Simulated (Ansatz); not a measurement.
Values for one crystal, relaxed and computed with the program Ansatz at the PBEsol level (PAW); other levels are named.

```yaml
volume_per_atom: 15.74 Å³
electronic_character: metallic (no gap)
zone_centre_stability: no imaginary mode at Γ
highest_zone_centre_frequency: 390 cm^-1
Pressure derivative B′: 3.7
Density of states at the Fermi level: 0.80 states/eV per atom (mean over ±0.08 eV)
Formation energy from the elements (no fitted shifts): -0.32 eV/atom
```

Problem. Which of these materials gives this?
A. EuS, rock salt
B. HgSe, zinc blende
C. Ti5Si, R32 (Ti on 6c, Ti on 9d, Si on 3b)
D. YGe3, Cmcm (Y on 4c, Ge on 4c, Ge on 4c, Ge on 4c)

Solution. C, Ti5Si, R32 (Ti on 6c, Ti on 9d, Si on 3b)

The workflow started from a Materials Project entry (that database holds measured and hypothetical structures alike); the Crystallography Open Database copy checked does not list it. Its standing as an ambient phase is unchecked. The PBEsol relaxation kept the symmetry of its start. No spin polarisation was allowed. As this level gives no gap, phonon frequencies hold no LO–TO term and depend on the k-mesh and smearing (Fermi–Dirac, 0.1 eV here). The references are the lowest solids computed at this level, not always the standard phases.

Potentials: the later of the program's two PAW sets.
